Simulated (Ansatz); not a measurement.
SnF$_{3}$:
```xyz
8
Lattice="0.0000 4.3510 4.3510 4.3510 0.0000 4.3510 4.3510 4.3510 0.0000" Properties=species:S:1:pos:R:3 pbc="T T T"
Sn     4.3510     4.3510     4.3510
Sn     0.0000     0.0000     0.0000
F      4.3510     6.3296     4.3510
F      4.3510     2.3724     4.3510
F      2.3724     4.3510     4.3510
F      6.3296     4.3510     4.3510
F      4.3510     4.3510     6.3296
F      4.3510     4.3510     2.3724
```

Relaxed with r²SCAN. Special points in fractions of this cell's reciprocal vectors: Γ (0.000, 0.000, 0.000); X (0.500, 0.000, 0.500); U (0.625, 0.250, 0.625); K (0.375, 0.375, 0.750); L (0.500, 0.500, 0.500); W (0.500, 0.250, 0.750).

Question: List the band energies nearest the valence-band maximum at these points for r²SCAN with spin–orbit coupling (plane waves, PAW; program Ansatz).

Answer: In eV from the valence-band maximum; about four levels below and three above (degenerate sets whole), none deeper than 8.9 eV; points with the same levels are listed once.

```csv
k,below,above
Γ,-2.86 -2.86 -2.86 -2.86 -2.15 -2.15,5.34 5.34 5.58 5.58
X,-2.88 -2.88 0.00 0.00,5.00 5.00 5.51 5.51
U,-2.94 -2.94 -0.05 -0.05,4.18 4.18 5.70 5.70
L,-2.98 -2.98 -0.53 -0.53,3.36 3.36 6.26 6.26
W,-3.00 -3.00 -0.01 -0.01,4.23 4.23 5.65 5.65
```

Space group Fm-3m. The workflow started from a Materials Project entry (that database holds measured and hypothetical structures alike); the Crystallography Open Database files this formula in space group No. 225, but the cells were not matched. Its standing as an ambient phase is unchecked. Symmetry was held in the r²SCAN relaxation; its stability against distortions is not shown here.

Potentials: the later of the program's two PAW sets.
